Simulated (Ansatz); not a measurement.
An Ansatz (an electronic-structure program) run. Input:

Ansatz 0.2 input:
```yaml
crystal:
  lattice:
    - [2.0101576259, 1.1605650464, 3.2826255326]
    - [-2.0101576259, 1.1605650464, 3.2826255326]
    - [0.0, -2.3211300928, 3.2826255326]
  atoms:
    - { symbol: Cd, position: [0.2499633887, 0.2499633887, 0.2499633887] }
    - { symbol: Se, position: [0.7500366113, 0.7500366113, 0.7500366113] }
kpoints:
  mp_grid: { grid: [6, 6, 6] }
hamiltonian:
  xc: hse06
  pseudopotentials: { kind: paw }
scf:
  n_extra_bands: 6
  occupations: { method: gaussian, width: 0.02 }
output:
  eigenvalues: true
  eigenstates:
    e_range: [-9.0, 8.0]
    kpoints:
      - [0.0, 0.0, 0.0]  # GAMMA
      - [0.5, 0.5, 0.5]  # T
      - [0.5, 0.0, 0.0]  # L
      - [0.5, 0.0, 0.5]  # F
      - [0.3749986831, -0.3749986831, 0.0]  # S_0
      - [0.6250013169, 0.0, 0.3749986831]  # S_2
      - [0.5, -0.2499973662, 0.2499973662]  # H_0
      - [0.7500026338, 0.2499973662, 0.5]  # H_2
```

Output (shortened):

```
Pseudopotentials: kind: paw
Pseudopotential: Cd, paw, valence charge 20
Pseudopotential: Se, paw, valence charge 16
Functional definition: HSE06
Crystal: 2 atoms, lattice volume = 45.949 Å³
Basis set: ecut = 420 eV, 893 PW (Γ)
Bands: 24, of which v1, the nominal top of the filled ones, is band 18 counted from 1 (17 counted from 0)
Symmetry: 6 space group operations
Space group: R3m (ITA 160), of the structure as read, at distance tolerance 3.6e-5 Å
k-points: 32 of 216 (time reversal used)
PAW frozen core: Cd, regenerated for the run's functional, and the local potential with it
PAW frozen core: Se, regenerated for the run's functional, and the local potential with it
Initial wavefunctions: pseudopotential atomic-orbital guess
Eigensolver: davidson
Functional: x = pbe(κ = 0.804, μ = 0.2195149727645171), c = pbe(β = 0.06672455060314922), warm-up for x = pbe(κ = 0.804, μ = 0.2195149727645171) + 0.25 (exact …
SCF iter   1: F=—  HF=-13724.489322 eV  |F-HF|=—  |Δ(HF+E_count)|=         —  Δρ=7.69e-4  dr2=1.89e-4  ethr=1.77e-3  ⟨swp⟩=10.4  Hψ=3276  notcnv=0
preconditioner: auto → none
SCF iter   2: F=—  HF=-13724.489463 eV  |F-HF|=—  |Δ(HF+E_count)|=   1.41e-4  Δρ=3.14e-4  dr2=2.98e-5  ethr=5.25e-7  ⟨swp⟩=5.1  Hψ=2478  notcnv=0  defer=11
SCF iter   3: F=—  HF=-13724.489498 eV  |F-HF|=—  |Δ(HF+E_count)|=   3.48e-5  Δρ=1.54e-4  dr2=6.73e-6  ethr=8.27e-8  ⟨swp⟩=3.2  Hψ=1442  notcnv=0  defer=4
iter 4 solved again at ethr=1.04e-9 eV; its pass at ethr=1.87e-8 eV (dr2=3.76e-7 eV) is discarded
SCF iter   4: F=—  HF=-13724.489511 eV  |F-HF|=—  |Δ(HF+E_count)|=   1.36e-5  Δρ=2.52e-5  dr2=3.71e-7  ethr=1.04e-9  ⟨swp⟩=2.1  Hψ=2957  notcnv=0
SCF iter   5: F=—  HF=-13724.489511 eV  |F-HF|=—  |Δ(HF+E_count)|=   3.86e-8  Δρ=8.66e-6  dr2=2.38e-8  ethr=1.03e-9  ⟨swp⟩=3.1  Hψ=1605  notcnv=0
SCF iter   6: F=—  HF=-13724.489511 eV  |F-HF|=—  |Δ(HF+E_count)|=  9.51e-10  Δρ=2.30e-6  dr2=8.91e-10  ethr=6.62e-11  ⟨swp⟩=3.0  Hψ=1662  notcnv=0  defer=1
SCF iter   7: F=-13724.489511 eV  HF=-13724.489511 eV  |F-HF|=1.22e-10  |Δ(HF+E_count)|=   1.90e-9  Δρ=4.26e-7  dr2=8.09e-11  ethr=2.47e-12  ⟨swp⟩=3.2  Hψ=1794  notcnv=0
SCF 1 converged in 7 iterations: F = -13724.489511 eV  dr2 = 8.09e-11
Crystal: 2 atoms, lattice volume = 45.949 Å³
Initial density: handed on by an earlier stage of this run
Initial wavefunctions: those handed on with the density
Functional: x = pbe(κ = 0.804, μ = 0.2195149727645171) + 0.25 (exact − pbe) at short range (hse, ω = 0.20786987370883472 Å⁻¹), c = pbe(β = 0.06672455060314922); HSE06 as pw.x's `hse` composes it (authors' and Libxc's form: `xc: wpbeh`)
Exchange kernel: α = 0.2500, screened, ω = 0.2079 Å⁻¹, Wigner–Seitz truncation, v(0) = 1046.6553 eV·Å³, q-mesh 6×6×6, nearest image of the exchange supercell L …
Frozen-core exchange: fock
iter 1 solved again at ethr=6.02e-5 eV; its pass at ethr=1.00e-1 eV (dr2=2.17e-2 eV) is discarded
SCF iter   1: F=—  HF=-13729.819322 eV  |F-HF|=—  |Δ(HF+E_count)|=         —  Δρ=7.75e-3  dr2=2.31e-2  ethr=6.02e-5  ⟨swp⟩=4.3  Hψ=3719  notcnv=0
preconditioner: auto → none
SCF iter   2: F=—  HF=-13729.822033 eV  |F-HF|=—  |Δ(HF+E_count)|=   2.71e-3  Δρ=3.74e-3  dr2=3.27e-3  ethr=5.82e-5  ⟨swp⟩=3.3  Hψ=1937  notcnv=0  defer=1
SCF iter   3: F=—  HF=-13729.822323 eV  |F-HF|=—  |Δ(HF+E_count)|=   2.90e-4  Δρ=1.27e-3  dr2=3.33e-4  ethr=8.98e-6  ⟨swp⟩=3.1  Hψ=1768  notcnv=0  defer=1
SCF iter   4: F=—  HF=-13729.822287 eV  |F-HF|=—  |Δ(HF+E_count)|=   3.62e-5  Δρ=4.17e-4  dr2=8.10e-5  ethr=9.10e-7  ⟨swp⟩=3.1  Hψ=1909  notcnv=0  defer=1
SCF iter   5: F=-13729.822248 eV  HF=-13729.822252 eV  |F-HF|=4.34e-6  |Δ(HF+E_count)|=   3.50e-5  Δρ=9.47e-5  dr2=4.44e-6  ethr=2.18e-7  ⟨swp⟩=3.1  Hψ=1421  notcnv=0
SCF 2 stopped early in 5 iterations: F = -13729.822248 eV  dr2 = 4.44e-6
hybrid outer 1: dexx = +1.514e-2 eV, tail = 8.28e-5 eV
Crystal: 2 atoms, lattice volume = 45.949 Å³
Exchange kernel: α = 0.2500, screened, ω = 0.2079 Å⁻¹, Wigner–Seitz truncation, v(0) = 1046.6553 eV·Å³, q-mesh 6×6×6, nearest image of the exchange supercell L …
Frozen-core exchange: fock
SCF iter   1: F=—  HF=-13729.822420 eV  |F-HF|=—  |Δ(HF+E_count)|=         —  Δρ=6.34e-5  dr2=5.98e-7  ethr=1.15e-6  ⟨swp⟩=3.6  Hψ=1658  notcnv=0
preconditioner: auto → none
SCF iter   2: F=—  HF=-13729.822421 eV  |F-HF|=—  |Δ(HF+E_count)|=   7.31e-7  Δρ=3.34e-5  dr2=2.96e-7  ethr=1.41e-9  ⟨swp⟩=4.2  Hψ=2358  notcnv=0  defer=1
iter 3 solved again at ethr=4.15e-11 eV; its pass at ethr=8.09e-10 eV (dr2=1.49e-8 eV) is discarded
SCF iter   3: F=-13729.822421 eV  HF=-13729.822421 eV  |F-HF|=5.48e-10  |Δ(HF+E_count)|=   4.23e-8  Δρ=1.25e-5  dr2=1.61e-8  ethr=4.15e-11  ⟨swp⟩=2.8  Hψ=2995  notcnv=0  defer=21
SCF 3 converged in 3 iterations: F = -13729.822421 eV  dr2 = 1.61e-8
hybrid outer 2: dexx = +6.767e-7 eV, tail = 7.21e-8 eV, Δε = 6.77e-3 eV (about 3.12e-4 eV left of the loop's levels)
NSCF: frozen V_eff on 8 k-points
hybrid SCF converged: 2 outer / 8 inner (+7 warm-up), last move |dexx| = 6.77e-7 eV, tail = 7.21e-8 eV
Stability not checked (fock_operator)
Free energy (F): -13729.822421 eV
Frozen-core exchange: fock
Harris-Foulkes:  -13729.822421 eV  (|F-HF|=5.48e-10)
Internal energy: -13729.822421 eV  (E = F + TS)
E sigma→0 (E₀):  -13729.822421 eV
Fermi energy:    10.195713 eV
--- Per-component energies (eV) ---
  E_band       = -893.118057
  E_kinetic    = 623.876623
  E_local      = -5433.147982  (includes V_loc(G=0)·N_el)
  E_nonlocal   = -561.352558
  E_hartree    = 2615.092981
  E_xc         = -224.638072
  E_vxc        = -253.981037  (∫ρ·V_xc dr)
  E_exx        = -156.592477  (= α·E_x^exact, valence–valence)
  E_paw        = -5899.536965  (= ΣΔE_a)
  E_vpaw       = -185.515057  (= ΣTr[D̂ρ^β])
  E_aug_tail   = -0.000489  (compensation charges beyond the density's cutoff)
  E_ewald      = -4691.850496
  E_core_change = -1.672985  (= ΣΔE_core)
  E_smearing   =  0.000000  (= −TS)
  E_closure    =  0.000000  (closes the sum)
  Σ components = -13729.822421   (vs F -13729.822421, Δ=0.00e0)
  [band-id]    e_kinetic+e_local+e_nonlocal+2·e_hartree+e_vxc+2·e_exx+e_vpaw+e_augmentation_tail = -893.119492   (vs E_band -893.118057, Δ=-1.44e-3)
--- Band table (eV; the first three rows and the last of 32) ---
  k-point 0: bands = ["-97.1625", "-56.8986", "-56.8986", "-56.8986", "-40.3478", "-40.3478", "-40.3433", "-40.3433", "-40.3433", "-4.2161", "0.6705", "0.6705", "0.7111", "0.7111", "0.7111", "9.3633", "9.3634", "9.3634", "11.1618", "19.6824", "19.6827", "19.6827", "21.0297", "21.3145"]
  k-point 1: bands = ["-97.1625", "-56.8988", "-56.8987", "-56.8986", "-40.3478", "-40.3478", "-40.3433", "-40.3433", "-40.3433", "-3.9850", "0.6135", "0.6135", "0.6944", "0.7435", "0.7435", "7.3943", "9.4999", "9.5000", "13.0112", "17.9647", "18.8103", "18.8104", "20.7462", "20.7464"]
  k-point 2: bands = ["-97.1625", "-56.8991", "-56.8986", "-56.8986", "-40.3477", "-40.3477", "-40.3432", "-40.3432", "-40.3432", "-3.4415", "0.4966", "0.4966", "0.6329", "0.8166", "0.8166", "5.3426", "9.8074", "9.8074", "13.9970", "16.9769", "16.9770", "17.4297", "21.0334", "22.3411"]
  k-point 31: bands = ["-97.1625", "-56.8992", "-56.8986", "-56.8986", "-40.3477", "-40.3477", "-40.3432", "-40.3432", "-40.3432", "-3.1084", "0.4396", "0.4396", "0.5723", "0.8539", "0.8539", "4.5223", "9.9860", "9.9860", "13.8486", "16.2437", "16.2437", "17.5953", "22.5097", "24.1570"]
  band table: 24 of 24 bands, residual norms ≤ 1.0e-3 eV
```

Cost: roughly 2.7 core-minutes on shared cores.

Space group Fm-3m (rock salt). This is a known high-pressure phase of the composition, computed here at zero pressure and temperature. Symmetry was held in the r²SCAN relaxation; of distortions, only those at the zone centre were tested. Point labels and valley counts follow the cell and symmetry of the run, lower than the named group. Spin–orbit coupling is left out wherever it is not named.

Potentials: the later of the program's two PAW sets.

Ansatz is a plane-wave DFT program.
